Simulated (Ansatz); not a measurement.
Starting cell, Ru (hcp, Mg type):

```xyz
2
Lattice="2.7220 0.0000 0.0000 -1.3610 2.3573 0.0000 0.0000 0.0000 4.2907" Properties=species:S:1:pos:R:3 pbc="T T T"
Ru     0.0000     1.5716     3.2181
Ru     1.3610     0.7858     1.0727
```

In this cell atom 1 (Ru, nearest neighbour Ru at 2.659 Å; its periodic images, 2.7 Å or more away, move with it) is moved by s along Cartesian z, unit vector (0.000, 0.000, 1.000); all other atoms and the cell stay fixed.

Level of theory: PBE (plane waves to 420 eV, PAW, scalar-relativistic; Ansatz, a first-principles code). k mesh 16×16×9 (Γ-centred), Fermi-Dirac smearing 0.05 eV. Energies are smeared free energies. With partly filled bands, energies and forces of such displacements shift with the k mesh and the smearing. Ru is run without spin polarisation. Ru was relaxed with its symmetry unable to fall. The PAW data are Ansatz's earlier set. The zero of ΔE is the undisplaced structure. The last digit holds for this mesh only.

```csv
s (Å),ΔE (meV/cell)
-0.530,2316.3
-0.424,withheld
-0.318,690.4
-0.212,282.0
-0.106,66.2
0.000,0.0
0.106,66.2
0.212,282.0
0.318,690.4
0.424,withheld
0.530,2316.3
```

Problem. Fit an even polynomial form (powers 2, 4, 6) to the given rows and predict ΔE at s = -0.424.

Solution. Least squares on the 9 given rows: ΔE = (5789)·s² + (11120)·s⁴ + (-8463)·s⁶, in meV/cell with s in Å; root-mean-square residual 0.20 meV/cell. At -0.424 the fit gives 1350.9 meV/cell; the calculation gives 1341.1 meV/cell, so the interpolation is off by 9.8 (+0.7 %). The quadratic term alone would give 1040.7 meV/cell.

(For displaced atoms, the force is minus the slope of the energy, and its curvature is a force constant, which sets phonon frequencies.)
